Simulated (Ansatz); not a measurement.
# Structure relaxation, CeO$_{2}$

The start is a relaxed CeO2 cell, doubled along one cell vector, shaken by Gaussian noise of σ = 0.08 Å a coordinate. Cell shape, volume and atoms are optimised at zero target pressure with r2SCAN (plane waves to 500 eV, PAW, scalar-relativistic; Ansatz, a quantum-chemistry and plane-wave program). First-step values are on the input's coarse k-mesh.

Ansatz input (later rounds restart from its end on a renewed k-mesh):
Ansatz 0.2 input:
```yaml
crystal:
  lattice:
    - [1.7415540023, 1.005486672, 4.096403875]
    - [-3.4831080046, 2.010973344, 8.19280775]
    - [0, -2.0109733441, 4.096403875]
  atoms:
    - { symbol: Ce, position: [0.0027319601, 0.0182763278, -0.0017934258] }
    - { symbol: Ce, position: [-0.0129398442, 0.5253546914, -0.0542929446] }
    - { symbol: O, position: [0.2292945586, 0.1237255499, 0.2151492997] }
    - { symbol: O, position: [0.239042879, 0.631169692, 0.2286507543] }
    - { symbol: O, position: [0.4159961198, 0.2030045204, 0.4662737002] }
    - { symbol: O, position: [0.3540413384, 0.712663816, 0.4713174342] }
basis: { ecutwfc: 500, ecutrho_ratio: 4, xc_grid: 4, fft_grid_basis: typed }
kpoints: { mp_grid: { grid: [8, 4, 8] } }
hamiltonian:
  xc: r2scan
  dispersion: none
  pseudopotentials: { azcp: { folder: ./paw }, kind: paw }
scf: { occupations: { method: fermi_dirac, width: 0.05 } }
relax: { f_tol: 0.01, max_steps: 100, cell: { stress_tol: 0.02 } }
output: { forces: true, stress: true }
```

Problem. By how much does the energy per atom fall from start to end?

Solution. 0.96 eV/atom.

Problem. Does it find its way back to the structure it was made from?

Solution. It does not go back: it reaches Fm-3m (No. 225), fluorite type, 877 meV/atom below the parent.

Problem. How do the shortest distances between atoms change?

Solution. The closest pairs of elements (up to four, under 3.6 Å), start → end: Ce–O 2.02 → 2.35 Å; O–O 2.14 → 2.72 Å; Ce–Ce 3.37 → 3.85 Å.

Problem. What band gap does the relaxed structure have at this level?

Solution. 2.16 eV, indirect (valence top at k = (0, 0.2727, -0.2727), conduction bottom at L) (no spin-orbit coupling).

Problem. What does it relax into? Give the structure.

Solution. 
```cif
data_Ce4O8
_chemical_formula_sum 'Ce4 O8'
_space_group_name_H-M_alt 'Fm-3m'
_space_group_IT_number 225
_space_group_name_Hall '-F 4 2 3'
_cell_length_a 5.43793
_cell_length_b 5.43793
_cell_length_c 5.43793
_cell_angle_alpha 90.000
_cell_angle_beta 90.000
_cell_angle_gamma 90.000
loop_
_atom_site_label
_atom_site_type_symbol
_atom_site_symmetry_multiplicity
_atom_site_Wyckoff_symbol
_atom_site_fract_x
_atom_site_fract_y
_atom_site_fract_z
_atom_site_occupancy
Ce1 Ce 4 b 0.50000 0.50000 0.50000 1
O1 O 8 c 0.25000 0.25000 0.25000 1
```
(The calculation used a cell of 3 atoms; values per cell refer to that cell.)

Final values are on a 11×11×11 k-mesh of the relaxed cell. The start holds a very short contact (Ce–O 2.02 Å). No spin polarisation in the result. No Hubbard U is applied. The f-shell occupation is the one the SCF fell into and was not checked against other states.

Of the parent cell (R3m (No. 160)): it is a generated cell of CeO2: the first start was made by placing the elements on the sites of a structure type, and the end was not matched to a known phase here, so it may be hypothetical. Known forms of CeO2 include space group No. 225.
